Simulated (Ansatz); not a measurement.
Structure: COD 2102244, as refined from experiment and not relaxed. The listed cell was then made from it by scaling, straining or moving an atom.

WC: DFT, PBEsol, all-electron LAPW, scalar-relativistic (Ansatz 0.2.0). What sets it apart from a plain run of this crystal: equal xy, yz and zx engineering shear strains of -2 %.

Command: `ansatz run input.yaml --threads 1 --pin off --max-ram 3072MiB --backend cpu --events-out ev --progress --plain --runs-dir out` The run took 3 min on 1 thread of Intel(R) Xeon(R) 6975P-C (Granite Rapids) (shared host), peak memory 2 GiB.

```yaml
crystal:
  lattice:
    - [2.900501436, -0.0290050144, -0.0290050144]
    - [-1.4753697973, 2.5264104345, -0.0106165721]
    - [-0.02829, -0.02829, 2.829]
  atoms:
    - { symbol: W, position: [0.0, 0.0, 0.0] }
    - { symbol: C, position: [0.6666666667, 0.3333333333, 0.5] }
kpoints:
  mp_grid: { grid: [13, 13, 12] }
  band_path:
    path:
      - [0.0, 0.0, 0.0]
      - [0.0, 0.0, 0.5]
      - [-0.5, 0.5, 0.0]
      - [0.0, 0.0, 0.0]
      - [0.0, -0.5, 0.0]
      - [-0.5, 0.0, 0.5]
      - [0.0, 0.0, 0.0]
      - [-0.5, 0.0, 0.0]
      - [0.0, -0.5, 0.5]
    npoints: 5
scf:
  occupations: { method: fermi_dirac, width: 0.05 }
hamiltonian:
  xc: pbesol
  pseudopotentials: { kind: all_electron, lapw: { basis_error: 0.001 } }
output:
  forces: true
  stress: true
  eigenvalues: true
```

Output (standing set-up lines are left out):

```
LAPW: plane waves up to 9.594 Å⁻¹, error target 1.0e-3 eV per atom; small_component_spin mean_spin; C in spheres of 0.883 Å, 6 of its electrons in bands, Dirac shells []; W in spheres of 1.269 Å, 44 of its electrons in bands, Dirac shells []
Crystal: 2 atoms, lattice volume = 20.605 Å³
Basis set: ecut = 350.7091565053259 eV, 315 PW (Γ), exchange–correlation at level 2
Symmetry: 1 space group operations
Space group: P1 (ITA 1), of the structure as read, at distance tolerance 2.7e-5 Å
k-points: 1015 of 2028 (time reversal used)
iter 1 solved again at ethr=7.92e-3 eV; its pass at ethr=1.00e-1 eV (dr2=3.96e0 eV) is discarded
SCF iter   1: F=—  HF=-440108.543593 eV  |F-HF|=—  |Δ(HF+E_count)|=         —  Δρ=1.26e-1  dr2=3.96e0  ethr=7.92e-3  ⟨swp⟩=2.0  Hψ=184634  notcnv=0
preconditioner: auto → none  [metal: Δε(μ)=0.009 eV  Ē_g=27.571 eV  σ=0.050 eV  W_gap=0.05  n_scr=8 (ndim 8)  ℏωp=44.8 eV  f_vac=0.000  D(μ)=0.14/eV (n_scr^D=0)  sad-step TF]
iter 2 solved again at ethr=3.12e-4 eV; its pass at ethr=7.92e-3 eV (dr2=1.56e-1 eV) is discarded
SCF iter   2: F=—  HF=-440107.103402 eV  |F-HF|=—  |Δ(HF+E_count)|=    1.44e0  Δρ=2.79e-2  dr2=1.56e-1  ethr=3.12e-4  ⟨swp⟩=2.0  Hψ=157807  notcnv=0
SCF iter   3: F=—  HF=-440107.059568 eV  |F-HF|=—  |Δ(HF+E_count)|=         —  Δρ=1.21e-2  dr2=1.30e-2  ethr=3.12e-4  ⟨swp⟩=3.0  Hψ=94416  notcnv=0
the basis was enlarged: its passes take 252.5 KiB over the memory plan, 1 of 1 planned eigensolver slots
SCF iter   4: F=—  HF=-440107.058089 eV  |F-HF|=—  |Δ(HF+E_count)|=   1.48e-3  Δρ=4.05e-3  dr2=1.48e-3  ethr=2.60e-5  ⟨swp⟩=3.0  Hψ=92411  notcnv=0
SCF iter   5: F=—  HF=-440107.053928 eV  |F-HF|=—  |Δ(HF+E_count)|=   4.16e-3  Δρ=1.46e-3  dr2=2.74e-4  ethr=2.97e-6  ⟨swp⟩=3.0  Hψ=91025  notcnv=0
SCF iter   6: F=—  HF=-440107.053872 eV  |F-HF|=—  |Δ(HF+E_count)|=   5.60e-5  Δρ=1.12e-4  dr2=1.82e-6  ethr=5.49e-7  ⟨swp⟩=2.0  Hψ=87597  notcnv=0
SCF iter   7: F=—  HF=-440107.053871 eV  |F-HF|=—  |Δ(HF+E_count)|=   8.79e-7  Δρ=3.09e-5  dr2=1.22e-7  ethr=3.63e-9  ⟨swp⟩=2.8  Hψ=89601  notcnv=0
SCF iter   8: F=-440107.053871 eV  HF=-440107.053871 eV  |F-HF|=2.68e-9  |Δ(HF+E_count)|=   1.16e-9  Δρ=4.20e-6  dr2=2.12e-9  ethr=2.44e-10  ⟨swp⟩=3.0  Hψ=91164  notcnv=0
SCF 1 converged in 8 iterations: F = -440107.053871 eV  dr2 = 2.12e-9
NSCF: frozen V_eff on 41 k-points
SCF converged after 8 iterations
Free energy (F): -440107.053871 eV
Harris-Foulkes:  -440107.053871 eV  (|F-HF|=2.68e-9)
Internal energy: -440107.051475 eV  (E = F + TS)
E sigma→0 (E₀):  -440107.052673 eV
Entropy (-TS):   -0.002396 eV (-1.198 meV/atom)
Fermi energy:    25.735731 eV
--- Per-component energies (eV) ---
  E_band       = -4893.776826
  E_kinetic    = 492725.446795
  E_xc         = -8847.462894
  E_electrostatic = -923985.035376  (all electrons and nuclei)
  E_smearing   = -0.002396  (= −TS)
  E_closure    = 0.000000  (closes the sum)
  E_atoms      = -440084.679543  (free atoms, spherical and without spin; not in F)
  Σ components = -440107.053871   (vs F -440107.053871, Δ=0.00e0)
  Basis errors (estimates in eV, not in F): energy 3.8e-4 per atom: plane waves 3.4e-4 (1.9e-4 summed), levels above the bands 4.1e-101, relativity 3.7e-8, radial functions 4.0e-5, core shells 2.8e-7; eigenvalues (radial functions only) 2.1e-6; not estimated: angular momenta, meshes, grids; target (lapw.basis_error) 1.0e-3; muffin-tin radii C 0.883 Å, W 1.269 Å
--- Forces (eV/Å), atoms counted from 1 ---
  atom   1  W     -0.13572628     0.00150344    -0.02529750
  atom   2  C      0.13573571    -0.00150515     0.02529906
  max |Σ_I F_I| component: 9.44e-6 eV/Å
--- Stress (GPa, compression-positive) ---
       -0.170957       5.110171       6.527663
        5.110171      -0.108831       6.520789
        6.527663       6.520789      -0.534034
  P = ⅓ Tr σ = -0.2713 GPa (-2.713 kbar)
--- Band table (eV; the first three rows and the last of 1015) ---
  k-point 0: bands = ["-391.6598", "-391.6593", "-391.6454", "-238.1844", "-206.9534", "-206.9515", "-206.9411", "-206.9393", "-206.9310", "-48.1396", "-12.1619", "-12.0772", "-12.0375", "-2.3356", "-2.3257", "-2.3218", "-2.3118", "-2.3076", "-2.2988", "-2.2866", "11.2475", "21.3566", "22.1903", "22.5159", "25.8435", "28.9149", "28.9670", "31.3399", "31.5346", "32.1840"]
  k-point 1: bands = ["-391.6598", "-391.6593", "-391.6454", "-238.1844", "-206.9534", "-206.9515", "-206.9411", "-206.9393", "-206.9310", "-48.1367", "-12.2161", "-12.0725", "-12.0328", "-2.3357", "-2.3259", "-2.3219", "-2.3110", "-2.3067", "-2.3009", "-2.2866", "11.4202", "21.2753", "22.2698", "22.5918", "25.8187", "28.3280", "28.4240", "31.6784", "31.8249", "32.3296"]
  k-point 2: bands = ["-391.6598", "-391.6593", "-391.6454", "-238.1844", "-206.9534", "-206.9515", "-206.9411", "-206.9393", "-206.9310", "-48.1289", "-12.3621", "-12.0596", "-12.0201", "-2.3359", "-2.3267", "-2.3223", "-2.3085", "-2.3071", "-2.3035", "-2.2865", "11.9167", "20.8961", "22.4990", "22.8085", "25.9916", "27.2593", "27.4052", "31.9373", "32.0720", "32.6819"]
  k-point 1014: bands = ["-391.6598", "-391.6593", "-391.6454", "-238.1844", "-206.9534", "-206.9515", "-206.9411", "-206.9393", "-206.9310", "-48.0758", "-12.8349", "-12.2969", "-12.0959", "-2.3338", "-2.3238", "-2.3212", "-2.3197", "-2.3051", "-2.3024", "-2.2877", "14.5426", "18.8708", "21.6201", "23.0201", "24.5405", "28.1626", "29.7611", "30.6325", "32.7053", "36.3042"]
```
